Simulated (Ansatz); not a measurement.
# Lattice vibrations of NbMo₃S₈ at Γ

These are results of Ansatz, DFT PBE, scalar-relativistic, plane waves, PAW, not measurements. Settings: 420 eV plane-wave cutoff, Γ-centred 12×12×2 mesh, Fermi-Dirac smearing of 0.15 eV. No spin polarisation. Phonons by linear response, acoustic sum rule imposed.

Relaxed structure:
```xyz
12
Lattice="3.2268 0.0000 0.0000 -1.6134 2.7945 0.0000 0.0000 0.0000 28.3878" Properties=species:S:1:pos:R:3 pbc="T T T"
Nb    1.6134    0.9315    0.0000
Mo    0.0000    1.8630   21.4751
Mo    0.0000    1.8630    6.9127
Mo    1.6134    0.9315   14.1939
S     0.0000    1.8630   26.7838
S     0.0000    1.8630   12.6450
S     1.6134    0.9315   19.9266
S     1.6134    0.9315    5.3640
S     0.0000    1.8630    1.6041
S     0.0000    1.8630   15.7428
S     1.6134    0.9315   23.0238
S     1.6134    0.9315    8.4613
```

It was reached by relaxing an invented guess, and it needn't be the stable form of this composition. In a metal, frequencies depend on the k mesh and the smearing, soft modes most. No dispersion correction is applied, so modes and constants that involve weak contacts between layers, chains or molecules come out too soft.

Optical modes at Γ:
```csv
frequency (cm⁻¹),degeneracy
≈0,2
≈0,2
7,2
7,1
9,1
13,1
218,2
272,4
272,2
306,2
366,6
374,1
393,1
394,1
394,1
405,1
449,1
449,1
450,1
```

All 33 optical modes at Γ are real: no displacement of atoms at fixed cell lowers the energy to second order. Strains and modes at other wave vectors aren't tested by this run.
